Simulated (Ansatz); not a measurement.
## Density of states of RbTi

```cif
data_structure
_symmetry_space_group_name_H-M 'P 1'
_symmetry_Int_Tables_number 1
_cell_length_a 4.0064
_cell_length_b 4.0064
_cell_length_c 4.0064
_cell_angle_alpha 90.000
_cell_angle_beta 90.000
_cell_angle_gamma 90.000
_cell_volume 64.31
loop_
_atom_site_label
_atom_site_type_symbol
_atom_site_fract_x
_atom_site_fract_y
_atom_site_fract_z
_atom_site_occupancy
Rb1 Rb 0.00000 0.00000 0.00000 1
Ti1 Ti 0.50000 0.50000 0.50000 1
```

The runs use the primitive cell with vectors (4.006, 0.000, 0.000), (0.000, 4.006, 0.000), (0.000, 0.000, 4.006) Å, to which the k mesh refers.

The conventional cell has a = 4.006 Å, b = 4.006 Å, c = 4.006 Å, α = 90.00°, β = 90.00°, γ = 90.00°. Rb (atom 1) has 8 Ti at 3.47 Å as nearest neighbours. Ti (atom 2) has 8 Rb at 3.47 Å as nearest neighbours.

The structure comes from a relaxation in the same program, started in the CsCl type, and has space group Pm-3m. Whether it is a known phase or the ground state wasn't checked.

Spin polarisation is left out, and whether a magnetic state lies lower isn't shown here.

Method: Ansatz 0.2.0, DFT, PBEsol, all-electron LAPW, scalar-relativistic.

Settings: a Γ-centred 10×10×10 k mesh, Fermi–Dirac smearing of 0.03 eV, basis error target 0.5 meV/atom, no spin polarisation.

States per eV and cell, averaged over 0.6 eV, from -12.0 to -0.2 eV, with energies (bin centres) from the Fermi level; empty bins are left out. The partial columns, the largest 4 alone, are projections on Löwdin-orthogonalised atomic shells (those that the program's projection atoms carry: the occupied ones and, for some elements, an empty d or f shell; other empty shells have no column), summed over atoms of an element. Weights on diffuse s and p shells depend on that basis and aren't pure angular character.

```tsv
E (eV)	total	Rb 4p	Ti 3d	Ti 4s	Rb 5s
-11.8	4.55	4.39	0.03	0.09	0.03
-11.2	5.45	5.38	0.03	0.01	0.02
-3.4	0.09	0.00	0.00	0.03	0.05
-2.8	0.25	0.01	0.00	0.09	0.13
-2.2	0.43	0.02	0.01	0.18	0.19
-1.6	1.11	0.05	0.20	0.59	0.24
-1.0	1.18	0.03	0.33	0.67	0.09
-0.4	4.84	0.02	3.78	0.22	0.54
```

(1) Which of the resolved shells contributes most within 0.3 eV of the Fermi level?

(2) Where is the centre of the filled Ti 3d states between -14 eV and the top of the filled states?

## Answers

(1) Ti 3d, with 88 % of all states there; Ti 4s follows with 3 %.

(2) -0.54 eV from the Fermi level.
